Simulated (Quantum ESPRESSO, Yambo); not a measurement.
## Levels of theory for the gap of KOH

KOH (space group Cmc2_1, No. 36): one geometry, one set of PBEsol (Quantum ESPRESSO, PseudoDojo norm-conserving, 84 Ry, without SOC) orbitals, self-energies from Yambo (4×4×4 Γ-centred k mesh, 117 bands and a 7 Ry block in the screening, 117 bands in G with the Bruneval-Gonze terminator, plasmon pole fitted at 27.2 eV).

The geometry is that of Materials Project entry mp-626785, symmetrised and not relaxed again.

```json
[
 {"level": "PBEsol (Quantum ESPRESSO)", "gap (-0.5, -0.5, 0) → Γ (eV)": "3.86", "direct gap at Γ (eV)": "3.88", "rough Yambo cost": "–"},
 {"level": "exchange only (Hartree-Fock self-energy on PBEsol orbitals)", "gap (-0.5, -0.5, 0) → Γ (eV)": "14.00", "direct gap at Γ (eV)": "14.02", "rough Yambo cost": "about 1/10 (12 states)"},
 {"level": "static COHSEX@PBEsol", "gap (-0.5, -0.5, 0) → Γ (eV)": "7.51", "direct gap at Γ (eV)": "7.54", "rough Yambo cost": "within a factor of two (3 states)"},
 {"level": "G0W0@PBEsol, plasmon pole", "gap (-0.5, -0.5, 0) → Γ (eV)": "6.37", "direct gap at Γ (eV)": "6.41", "rough Yambo cost": "1 (12 states)"}
]
```

Bare exchange has no screening and gives the widest gap; static COHSEX screens it but leaves out the frequency dependence, which G0W0 restores.

Costs are rough ratios of core time on shared machines.

Nearest settings tried, and what they do to the gap: 76 bands in W, 76 bands in G: +29 meV; 1 Ry block (13 vectors against 173): +726 meV. Not varied: mesh. So the settings aren't converged at that level.

The structure is a Materials Project entry; no match was found in the copy of COD used, and its stability was not checked.
